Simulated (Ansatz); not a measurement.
Si (Fd-3m), zone-centre modes

The calculation used Ansatz, DFT r2SCAN, scalar-relativistic, plane waves, PAW. The runs took a 500 eV cutoff, a Γ-centred 8×8×8 mesh and Gaussian smearing (0.05 eV). No spin polarisation.

The undisturbed cell (relaxed at this level):

```yaml
crystal:
  lattice:
    - [0.00000, 2.72211, 2.72211]
    - [2.72211, 0.00000, 2.72211]
    - [2.72211, 2.72211, 0.00000]
  atoms:
    - { symbol: Si, position: [0.50000, 0.50000, 0.50000] }
    - { symbol: Si, position: [0.75000, 0.75000, 0.75000] }
```

Harmonic modes by finite displacements of 0.02 Å, without the LO–TO term.

Q: At this geometry, is the structure stable against these modes?

A: Yes: no mode is imaginary beyond 10 cm⁻¹, and only the three translations lie near zero.

Q: List the wavenumbers in cm⁻¹.

A: 0, 0, 0, 518, 518, 518.

Cost: 1 run of about 0.091 core-minutes, on Intel Xeon 6975P-C (Granite Rapids) (shared hosts).